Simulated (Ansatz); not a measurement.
Relaxed-ion elastic tensor of BN (NiAs type, P6_3/mmc) in GPa (Voigt order), plane-wave PAW PBEsol (Ansatz code); density 3.85 g/cm³, 5.35 Å³ per atom.

```
  708    382   40.0    0.0    0.0    0.0
  382    708   40.0    0.0    0.0    0.0
 40.0   40.0   1160    0.0    0.0    0.0
  0.0    0.0    0.0  -40.9    0.0    0.0
  0.0    0.0    0.0    0.0  -40.9    0.0
  0.0    0.0    0.0    0.0    0.0    163
```

### Question
Is the crystal mechanically stable?

### Answer
No: the smallest eigenvalue of C is -40.9 GPa.

The cell is a constructed one: a structure type filled with these elements. Its sites differ from those of the usual phase in this space group: another stacking or structure type. Symmetry was held in the PBEsol relaxation. At this level the phase is dynamically unstable (imaginary phonons). Its formation energy is positive at this level, so the cell may be metastable or incomplete.

Potentials: the later of the program's two PAW sets.
